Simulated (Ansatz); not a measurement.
BAs:
```xyz
2
Lattice="0.0000 2.3912 2.3912 2.3912 0.0000 2.3912 2.3912 2.3912 0.0000" Properties=species:S:1:pos:R:3 pbc="T T T"
B      3.5868     3.5868     3.5868
As     0.0000     0.0000     0.0000
```

Relaxed with r²SCAN. Special points in fractions of this cell's reciprocal vectors: Γ (0.000, 0.000, 0.000); X (0.500, 0.000, 0.500); U (0.625, 0.250, 0.625); K (0.375, 0.375, 0.750); L (0.500, 0.500, 0.500); W (0.500, 0.250, 0.750).

Task: List the band energies nearest the valence-band maximum at these points for plane-wave PAW r²SCAN with spin–orbit coupling (Ansatz code).

Result: In eV from the valence-band maximum; about four levels below and three above (degenerate sets whole), none deeper than 8.9 eV; points with the same levels are listed once.

```
k                    below                          above
-  -----------------------  -----------------------------
Γ      0.00 0.00 0.00 0.00  3.24 3.24 3.44 3.44 3.44 3.44
X  -4.43 -4.43 -4.30 -4.30            1.55 1.55 1.63 1.63
U  -6.31 -6.21 -3.75 -3.74                 2.21 2.22 5.88
L  -2.08 -2.08 -1.93 -1.93            2.88 2.88 4.95 4.95
W  -5.86 -5.72 -5.48 -5.47            5.63 5.64 6.37 6.38
```

Space group F-43m (zinc blende). The r²SCAN relaxation kept the symmetry of its start; phonons on a q-mesh show no instability.

Potentials: the earlier of the program's two PAW sets.
